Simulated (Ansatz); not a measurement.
**Stationary points along a deformation path in Ag**

The calculation used DFT PBEsol, scalar-relativistic, plane waves, PAW (Ansatz). The runs took a 420 eV cutoff, a Γ-centred 24×24×6 mesh and Gaussian smearing (0.15 eV). No spin polarisation. Energies are free energies at this smearing, counted from the undisturbed cell; pressure is positive in compression.

The undisturbed cell (relaxed at this level; this form isn't the usual structure):

```xyz
4
Lattice="2.8710 0.0000 0.0000 -1.4355 2.4863 0.0000 0.0000 0.0000 9.3381" Properties=species:S:1:pos:R:3 pbc="T T T"
Ag    0.0000    1.6575    2.3345
Ag    1.4355    0.8288    7.0035
Ag    0.0000    0.0000    0.0000
Ag    0.0000    0.0000    4.6690
```

At fixed volume and fractional coordinates, lengths along (0.000, 0.000, 1.000) are scaled against those across it; ρ is that ratio over its starting value. V = 16.664 Å³/atom. Δσ is the stress along the axis less the mean stress across it (compression positive).

```csv
ρ,ΔE (meV/atom),Δσ (GPa),space group
0.850,92.4,14.22,P6_3/mmc
0.920,29.5,8.54,P6_3/mmc
0.960,9.0,5.31,P6_3/mmc
1.000,0.0,0.85,P6_3/mmc
1.100,33.1,-10.93,P6_3/mmc
1.200,132.3,-22.47,P6_3/mmc
```

**Question.** How does the stress give the slope of the energy, and where is the energy stationary?

**Answer.** Along the path d ln(length) is 2/3 d ln ρ on the axis and −1/3 d ln ρ across it, so dE/d ln ρ = −(2/3) V Δσ: the energy falls with ρ where Δσ is positive. Δσ vanishes or changes sign between ρ = 1.000 and 1.100, a minimum (near 1.01 by linear interpolation). Pairs of stationary points between two samples would go unseen, and could change a minimum read from distant neighbours into a maximum.

**Question.** Integrate that slope from ρ = 1 to 1.200 by the trapezoid rule.

**Answer.** With V/N in Å³ and 1 eV/Å³ = 160.2 GPa the slopes at ρ = 1.000, 1.100, 1.200 are -59, 758, 1558 meV/atom per unit of ln ρ. The steps add 33.3 + 100.8 = 134.1 meV/atom, against 132.3 from the energies; the trapezoid rule misses the curvature of the slope within each step.

In a metal these slopes depend on the k mesh and the smearing.

Cost: 6 runs of about 2.8 core-minutes in all, on Intel Xeon Platinum 8175M (Skylake/Cascade Lake) (shared hosts).